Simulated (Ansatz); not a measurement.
## Data sheet: Ge (DFT)

Ge:
```
CELL_PARAMETERS angstrom
     -2.53492     2.53492     1.39204
      2.53492    -2.53492     1.39204
      2.53492     2.53492    -1.39204
ATOMIC_POSITIONS crystal
  Ge 0.25000 0.75000 0.50000
  Ge 0.50000 0.50000 0.00000
```

Space group I4_1/amd (No. 141), β-Sn type; conventional cell a = b = 5.0698 Å, c = 2.7841 Å, α = β = γ = 90.00°.

Method: plane-wave PAW LDA (Ansatz code). The cell and atoms are relaxed at this level. Other levels are named where they apply.

Cell and energy:

| Quantity | Value |
|---|---|
| Volume per atom | 17.89 Å³ |
| Density | 6.74 g/cm³ |

Electronic structure:

| Item | Value |
|---|---|
| Electronic character | metallic (no gap) |
| Density of states at the Fermi level | 0.38 states/eV per atom (mean over ±0.08 eV) |

Mechanics:

| Quantity | Value |
|---|---|
| Bulk modulus (Birch–Murnaghan fit) | 842 kbar |
| Pressure derivative B′ | 4.9 |
| Elastic constants (relaxed ions, GPa) | C11 = 135, C12 = 66.3, C13 = 54.4, C33 = 133, C44 = 48.8, C66 = 57.6 |
| Mechanical stability | stable (all eigenvalues of C positive) |
| Hill bulk and shear moduli | 83.5 and 45.4 GPa |
| Young's modulus | 115 GPa |
| Poisson's ratio | 0.27 |
| Debye temperature from the elastic constants | 329 K |

Phonons:

| Quantity | Result |
|---|---|
| Highest zone-centre frequency | 22.4 meV |
| Zone-centre stability | no imaginary mode at Γ |

This is a known high-pressure phase of the composition, computed here at zero pressure and temperature. The cell was relaxed with LDA under the symmetry of its start. As this level gives no gap, shear constants depend on the k-mesh and smearing (Fermi–Dirac, 0.1 eV here). As this level gives no gap, phonon frequencies hold no LO–TO term and depend on the k-mesh and smearing (Fermi–Dirac, 0.1 eV here). Scalar-relativistic: spin–orbit coupling is off unless named, which matters more the heavier the elements.

Potentials: the earlier of the program's two PAW sets.
